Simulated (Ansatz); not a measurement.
CuAu:
```xyz
2
Lattice="2.8772 0.0000 0.0000 0.0000 2.8772 0.0000 0.0000 0.0000 3.6243" Properties=species:S:1:pos:R:3 pbc="T T T"
Cu     1.4386     1.4386     1.8122
Au     0.0000     0.0000     0.0000
```

Relaxed with PBE. Special points in fractions of this cell's reciprocal vectors: Γ (0.000, 0.000, 0.000); X (0.000, 0.500, 0.000); M (0.500, 0.500, 0.000); Z (0.000, 0.000, 0.500); R (0.000, 0.500, 0.500); A (0.500, 0.500, 0.500).

Task: List the band energies nearest the Fermi level at these points for PBE with spin–orbit coupling (plane waves, PAW; program Ansatz).

Result: In eV from the Fermi level; about four levels below and three above (degenerate sets whole), none deeper than 8.9 eV; points with the same levels are listed once.

| k | below | above |
|---|---|---|
| Γ | -1.57 -1.57 -1.18 -1.18 | 2.55 2.55 8.47 8.47 |
| X | -0.95 -0.95 -0.31 -0.31 | 9.20 9.20 10.07 10.07 |
| M | -1.21 -1.21 -1.11 -1.11 | 0.01 0.01 0.79 0.79 |
| Z | -2.11 -2.11 -1.94 -1.94 | 13.13 13.13 13.92 13.92 |
| R | -1.35 -1.35 -0.64 -0.64 | 2.51 2.51 4.35 4.35 |
| A | -1.72 -1.72 -1.64 -1.64 | 4.45 4.45 5.01 5.01 |

Space group P4/mmm (L1₀ or tetragonal B2). Symmetry was held in the PBE relaxation. No spin polarisation was allowed.

Potentials: the later of the program's two PAW sets.
